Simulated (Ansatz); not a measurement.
## Ti3Al4Ni: phonons across the zone

Theory: DFT PBE, scalar-relativistic, plane waves, PAW in Ansatz. Plane waves to 420 eV; Γ-centred k mesh 6×6×12; Fermi-Dirac smearing of 0.15 eV. No spin polarisation. Phonons by linear response, acoustic sum rule imposed.

Relaxed structure:
```yaml
crystal:
  lattice:
    - [6.31630, 0.00000, 0.00000]
    - [0.00000, 6.31630, 0.00000]
    - [0.00000, 0.00000, 3.06125]
  atoms:
    - { symbol: Ti, position: [0.50000, 0.00000, 0.50000] }
    - { symbol: Ti, position: [0.50000, 0.50000, 0.50000] }
    - { symbol: Ti, position: [0.00000, 0.50000, 0.50000] }
    - { symbol: Al, position: [0.22359, 0.77641, 0.00000] }
    - { symbol: Al, position: [0.22359, 0.22359, 0.00000] }
    - { symbol: Al, position: [0.77641, 0.77641, 0.00000] }
    - { symbol: Al, position: [0.77641, 0.22359, 0.00000] }
    - { symbol: Ni, position: [0.00000, 0.00000, 0.50000] }
```

The cell was found from a structure generator's guess, not taken from experiment. In a metal, frequencies and elastic constants depend on the k mesh and the smearing, soft modes and shear constants most. The q mesh is coarse, so values between its points are rough.

Force constants from linear response on a 1×1×2 q mesh.

**Question.** Is the structure dynamically stable on the q mesh?

**Answer.** No: at q = (0.000, 0.000, -0.500) a mode is imaginary, 28i cm⁻¹.

**Question.** Give the frequencies (cm⁻¹) at the zone-boundary points of high symmetry (interpolated where a point lies off the q mesh).

**Answer.**
| point | q | frequencies |
| --- | --- | --- |
| X | 0.000 0.500 0.000 | 98 101 110 111 113 130 135 152 178 179 193 209 258 262 263 266 272 304 306 311 327 339 353 369 |
| M | 0.500 0.500 0.000 | 21i 84 84 104 138 149 172 172 174 175 175 241 246 265 270 274 274 302 305 305 311 311 348 392 |
| Z | 0.000 0.000 0.500 | 28i 28i 53 152 176 176 182 182 195 231 251 251 252 252 257 281 283 307 319 324 324 358 358 390 |
| R | 0.000 0.500 0.500 | 85 89 119 126 148 172 180 187 200 200 206 216 231 252 292 304 307 320 322 324 344 346 360 369 |
| A | 0.500 0.500 0.500 | 49 92 140 145 145 151 176 176 188 188 199 271 271 271 276 287 287 304 307 332 341 360 360 370 |
